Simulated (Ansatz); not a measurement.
Input, command and steps of an Ansatz relaxation.

```yaml
crystal:
  lattice:
    - [3.310455391, 0.0, 0.0]
    - [0.0, 3.310455391, 0.0]
    - [0.0, 0.0, 3.310455391]
  atoms:
    - { symbol: Co, position: [0.0, 0.5, 0.5], spin: 2.15 }
    - { symbol: Co, position: [0.5, 0.0, 0.5], spin: 2.15 }
    - { symbol: Co, position: [0.5, 0.5, 0.0], spin: 2.15 }
    - { symbol: C, position: [0.0, 0.0, 0.0] }
basis:
  ecutwfc: 500
kpoints:
  mp_grid: { grid: [6, 6, 6] }
hamiltonian:
  xc: r2scan
scf:
  occupations: { method: gaussian, width: 0.1 }
  lower_state_search: "off"
output:
  forces: true
  stress: true
  eigenvalues: true
  populations: true
magnetization:
  spin_polarized: true
relax:
  adjacent_minimum: "off"
  f_tol: 0.04
  max_steps: 70
  cell: { stress_tol: 0.4 }
```

```bash
ansatz run input.yaml --threads 1 --pin off --max-ram 2560MiB --backend cpu --events-out ev --progress --plain --runs-dir out
```

Level of theory: DFT r2SCAN, scalar-relativistic, plane waves, PAW (Ansatz 0.2.0).

Of 4 frames 4 are shown, positions in Å and forces in eV/Å; the SCF threshold varies from step to step. Steps run on the plane waves of an earlier cell, with a Pulay correction in the pressure. The basis is chosen afresh for the last frame, the zero of the energies, and at times for earlier ones too; energy and pressure step there, also at an unchanged geometry.

```xyz
4
Lattice="3.3105 0.0000 0.0000 0.0000 3.3105 0.0000 0.0000 0.0000 3.3105" Properties=species:S:1:pos:R:3:forces:R:3 pbc="T T T" step=1 free_energy_over_end_meV_per_atom=36.47 pressure_GPa=17.50
Co    0.0000    1.6552    1.6552    0.0000    0.0000    0.0000
Co    1.6552    0.0000    1.6552    0.0000    0.0000    0.0000
Co    1.6552    1.6552    0.0000    0.0000    0.0000    0.0000
C     0.0000    0.0000    0.0000    0.0000    0.0000    0.0000
4
Lattice="3.3464 0.0000 0.0000 0.0000 3.3464 0.0000 0.0000 0.0000 3.3464" Properties=species:S:1:pos:R:3:forces:R:3 pbc="T T T" step=2 free_energy_over_end_meV_per_atom=11.69 pressure_GPa=9.50
Co    0.0000    1.6732    1.6732    0.0000    0.0000    0.0000
Co    1.6732    0.0000    1.6732    0.0000    0.0000    0.0000
Co    1.6732    1.6732    0.0000    0.0000    0.0000    0.0000
C     0.0000    0.0000    0.0000    0.0000    0.0000    0.0000
4
Lattice="3.3913 0.0000 0.0000 0.0000 3.3913 0.0000 0.0000 0.0000 3.3913" Properties=species:S:1:pos:R:3:forces:R:3 pbc="T T T" step=3 free_energy_over_end_meV_per_atom=0.86 pressure_GPa=0.11
Co    0.0000    1.6957    1.6957    0.0000    0.0000    0.0000
Co    1.6957    0.0000    1.6957    0.0000    0.0000    0.0000
Co    1.6957    1.6957    0.0000    0.0000    0.0000    0.0000
C     0.0000    0.0000    0.0000    0.0000    0.0000    0.0000
4
Lattice="3.3913 0.0000 0.0000 0.0000 3.3913 0.0000 0.0000 0.0000 3.3913" Properties=species:S:1:pos:R:3:forces:R:3 pbc="T T T" step=4 free_energy_over_end_meV_per_atom=0.00 pressure_GPa=0.18
Co    0.0000    1.6957    1.6957    0.0000    0.0000    0.0000
Co    1.6957    0.0000    1.6957    0.0000    0.0000    0.0000
Co    1.6957    1.6957    0.0000    0.0000    0.0000    0.0000
C     0.0000    0.0000    0.0000    0.0000    0.0000    0.0000
```

The start puts this composition into another compound's structure type, which needn't suit it. At the end the space group is Pm-3m (tolerance 0.05 Å).

It took 61 s on 1 thread of Arm Neoverse V1 (shared host), peak memory 0.41 GiB.

The state reached may not be the lowest one. The k mesh is coarse.